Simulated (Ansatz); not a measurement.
Lattice vibrations of Al$_{3}$GaN$_{4}$ at Γ

Level of theory: DFT LDA, scalar-relativistic, plane waves, PAW in Ansatz 0.2.0. Plane waves to 420 eV; Γ-centred k mesh 6×6×6; fixed occupations. No spin polarisation. Phonons by linear response, acoustic sum rule imposed.

Equilibrium structure at this level:
```
CELL_PARAMETERS angstrom
4.37020 0.00000 0.00000
0.00000 4.37020 0.00000
0.00000 0.00000 4.37020
ATOMIC_POSITIONS crystal
Al 0.50000 0.50000 0.00000
Al 0.50000 0.00000 0.50000
Al 0.00000 0.50000 0.50000
Ga 0.00000 0.00000 0.00000
N 0.74489 0.74489 0.25511
N 0.74489 0.25511 0.74489
N 0.25511 0.74489 0.74489
N 0.25511 0.25511 0.25511
```

(1) Give the high-frequency dielectric tensor ε∞.

(2) Give the Born effective charges.

(3) How large is the static dielectric tensor with the ions free to move, and what share of it is ionic?

## Answers

(1)
```
4.80 0.00 0.00
0.00 4.80 0.00
0.00 0.00 4.80
```

(2)
```tsv
atom	Z*xx	Z*yy	Z*zz	mean
Al (atom 1)	2.64	2.64	2.42	2.57
Ga (atom 4)	2.50	2.50	2.50	2.50
N (atom 5)	-2.55	-2.55	-2.55	-2.55
```

(3)
```
8.7 0.0 0.0
0.0 8.7 0.0
0.0 0.0 8.7
```
The ions give 45 % of its trace.

Whether Al3GaN4 exists in this form wasn't checked.

Cost: 1 run of about 2.9 core-minutes, on Intel Xeon Processor @ 2.70GHz (shared hosts).